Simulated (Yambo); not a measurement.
Rb₂KRhF₆ (space group Fm-3m, No. 225): the exchange self-energy on PBEsol orbitals (Yambo, 2×2×2 mesh) holds the Coulomb divergence, which is integrated with random points (RandQpts).

```tsv
random points	exchange-only gap X → X (eV)	shift of the valence edge (eV)	gap against the reference (meV)
1,000	13.85	-5.86	-399
10,000	14.14	-6.26	-113
100,000	14.27	-6.44	12
1,000,000	14.26	-6.42	2
5,000,000	14.25	-6.42	reference
```

From 100,000 points on, the gap stays within 20 meV of the run with most points. The error is statistical; each row is a single draw, so the rows fix no rate of convergence.

Spin-orbit coupling is not included.

Geometry of the Materials Project entry, not relaxed at this level; primitive cell a = b = c = 6.4244 Å, α = β = γ = 60.00°.

A shift is the quasiparticle energy of the state minus its PBEsol energy.
